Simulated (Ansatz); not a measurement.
Input, command and steps of an Ansatz relaxation.

```yaml
crystal:
  lattice:
    - [2.1961522303, 1.2679490813, 3.7840226876]
    - [-2.1961522303, 1.2679490813, 3.7840226876]
    - [0.0, -2.5358981627, 3.7840226875]
  atoms:
    - { symbol: Sb, position: [0.2342055233, 0.2342055233, 0.2342055233] }
    - { symbol: Sb, position: [0.7657944767, 0.7657944767, 0.7657944767] }
basis:
  ecutwfc: 420
kpoints:
  mp_grid: { grid: [12, 12, 12] }
hamiltonian:
  xc: pbesol
scf:
  occupations: { method: gaussian, width: 0.1 }
output:
  forces: true
  stress: true
  eigenvalues: true
relax:
  adjacent_minimum: "off"
  f_tol: 0.01
  max_steps: 30
  cell: { stress_tol: 0.1, fix: [volume] }
```

```bash
ansatz run input.yaml --threads 1 --pin off --max-ram 2560MiB --backend cpu --events-out ev --progress --plain --runs-dir out
```

Level of theory: Ansatz, DFT PBEsol, scalar-relativistic, plane waves, PAW.

The volume is held at 1.06 times that of the relaxed cell.

Of 5 frames 4 are shown, positions in Å and forces in eV/Å; the SCF threshold varies from step to step. Steps run on the plane waves of an earlier cell, with a Pulay correction in the pressure. The basis is chosen afresh for the last frame, the zero of the energies, and at times for earlier ones too; energy and pressure step there, also at an unchanged geometry.

```xyz
2
Lattice="2.1962 1.2679 3.7840 -2.1962 1.2679 3.7840 0.0000 -2.5359 3.7840" Properties=species:S:1:pos:R:3:forces:R:3 pbc="T T T" step=1 free_energy_over_end_meV_per_atom=1.61 pressure_GPa=-2.60
Sb    0.0000    0.0000    2.6587    0.0000    0.0000   -0.1267
Sb    0.0000    0.0000    8.6934    0.0000    0.0000    0.1267
2
Lattice="2.1918 1.2654 3.7991 -2.1918 1.2654 3.7991 0.0000 -2.5309 3.7991" Properties=species:S:1:pos:R:3:forces:R:3 pbc="T T T" step=2 free_energy_over_end_meV_per_atom=0.45 pressure_GPa=-2.07
Sb    0.0000    0.0000    2.6479    0.0000    0.0000    0.0549
Sb    0.0000    0.0000    8.7494    0.0000    0.0000   -0.0549
2
Lattice="2.1861 1.2622 3.8188 -2.1861 1.2622 3.8188 0.0000 -2.5243 3.8188" Properties=species:S:1:pos:R:3:forces:R:3 pbc="T T T" step=3 free_energy_over_end_meV_per_atom=0.03 pressure_GPa=-2.10
Sb    0.0000    0.0000    2.6656    0.0000    0.0000    0.0029
Sb    0.0000    0.0000    8.7909    0.0000    0.0000   -0.0029
2
Lattice="2.1837 1.2608 3.8273 -2.1837 1.2608 3.8273 0.0000 -2.5215 3.8273" Properties=species:S:1:pos:R:3:forces:R:3 pbc="T T T" step=5 free_energy_over_end_meV_per_atom=0.00 pressure_GPa=-2.07
Sb    0.0000    0.0000    2.6712    0.0000    0.0000   -0.0004
Sb    0.0000    0.0000    8.8108    0.0000    0.0000    0.0004
```

Time: 2.3 min on 1 thread of Intel(R) Xeon(R) Processor @ 2.50GHz (Skylake/Cascade Lake), with other jobs on the host, peak memory 0.51 GiB.